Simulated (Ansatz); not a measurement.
ZnO:
```cif
data_O2Zn2
_chemical_formula_sum 'Zn2 O2'
_space_group_name_H-M_alt 'P 1'
_space_group_IT_number 1
_cell_length_a 3.23490
_cell_length_b 3.23490
_cell_length_c 5.21190
_cell_angle_alpha 90.000
_cell_angle_beta 90.000
_cell_angle_gamma 120.000
loop_
_space_group_symop_operation_xyz
  'x, y, z'
loop_
_atom_site_label
_atom_site_type_symbol
_atom_site_fract_x
_atom_site_fract_y
_atom_site_fract_z
_atom_site_occupancy
Zn1 Zn 0.66667 0.33333 0.00238 1
Zn2 Zn 0.33333 0.66667 0.50238 1
O1 O 0.66667 0.33333 0.62282 1
O2 O 0.33333 0.66667 0.12282 1
```

Relaxed with r²SCAN. r²SCAN (plane waves, PAW; program Ansatz) gives a gap of 1.24 eV.

### Question
What gap does HSE06 give on the same cell (Ansatz, PAW)?

### Answer
2.53 eV, 1.29 eV more. The hybrid was solved on a coarser mesh and at special points; its gap is the smallest among all of these.

```tsv
k	v1 r²SCAN	c1 r²SCAN	v1 HSE06	c1 HSE06
Γ	0.00	1.24	0.00	2.53
A	-0.40	3.94	-0.42	5.29
K	-1.77	8.14	(withheld)	(withheld)
H	-1.29	8.53	(withheld)	(withheld)
M	-0.87	6.44	(withheld)	(withheld)
L	-1.41	6.27	(withheld)	(withheld)
```

### Question
Top valence (v1) and lowest conduction level (c1) in eV from each method's valence maximum (which need not be a listed point): supply the withheld HSE06 values.

### Answer

- K, v1 HSE06: -1.88
- K, c1 HSE06: 9.41
- L, v1 HSE06: -1.47
- L, c1 HSE06: 7.57
- H, v1 HSE06: -1.31
- H, c1 HSE06: 9.89
- M, v1 HSE06: -0.89
- M, c1 HSE06: 7.86

Cost on shared cores: the r²SCAN run (SCF on a 10×10×6 mesh, then bands and DOS) around 50 core-seconds (rough), the HSE06 run (SCF on 7×7×4, then a few points) very roughly 2.4 core-minutes; the tasks are unlike.

Space group P6_3mc (wurtzite). The cell was relaxed with r²SCAN under the symmetry of its start; phonons on a q-mesh show no instability.

Potentials: the later of the program's two PAW sets.
